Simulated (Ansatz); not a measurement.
Relaxed MoTe$_{2}$ (2H-MoS2 type, space group P6_3/mmc):

```
CELL_PARAMETERS angstrom
      3.54214     0.00000     0.00000
     -1.77107     3.06758     0.00000
      0.00000     0.00000    14.18192
ATOMIC_POSITIONS crystal
  Mo 0.33333 0.66667 0.75000
  Mo 0.66667 0.33333 0.25000
  Te 0.33333 0.66667 0.12347
  Te 0.66667 0.33333 0.62347
  Te 0.66667 0.33333 0.87653
  Te 0.33333 0.66667 0.37653
```

Scan: atom 5 (Te, nearest neighbour Mo at 2.721 Å; its periodic images, 3.5 Å or more away, move with it) is displaced along Cartesian [110], direction (0.707, 0.707, 0.000) in Cartesian axes, by s. The other atoms stay.

The numbers are results of r2SCAN+rVV10 (plane waves to 500 eV, PAW, scalar-relativistic; Ansatz, an electronic-structure program), not measurements. k mesh 9×9×2 (Γ-centred), Fermi-Dirac smearing 0.05 eV. The energy includes the smearing's −TS. As the smearing reaches across the gap at some points, energies and forces of such displacements shift with the k mesh and the smearing. MoTe2 is run without spin polarisation. MoTe2 was relaxed with its symmetry unable to fall. Spin-orbit coupling is left out, though Te is heavy. The zero of ΔE is the undisplaced structure. The last digit holds for this mesh only.

```tsv
s (Å)	ΔE (meV/cell)
-0.820	1571.1
-0.656	1135.6
-0.492	withheld
-0.328	335.3
-0.164	89.2
0.000	0.0
0.164	98.7
0.328	411.1
0.492	954.8
0.656	1734.4
0.820	2729.5
```

**Question.** Fit a polynomial form (powers 2, 3, 4) to the given rows and predict ΔE at s = -0.492.

**Answer.** Least squares on the 10 given rows: ΔE = (3559)·s² + (1053)·s³ + (-534.2)·s⁴, in meV/cell with s in Å; root-mean-square residual 2.40 meV/cell. At -0.492 the fit gives 704.8 meV/cell; the calculation gives 700.4 meV/cell, so the interpolation is off by 4.4 (+0.6 %). The quadratic term alone would give 861.5 meV/cell.

(For displaced atoms, the force is minus the slope of the energy, and its curvature is a force constant, which sets phonon frequencies.)
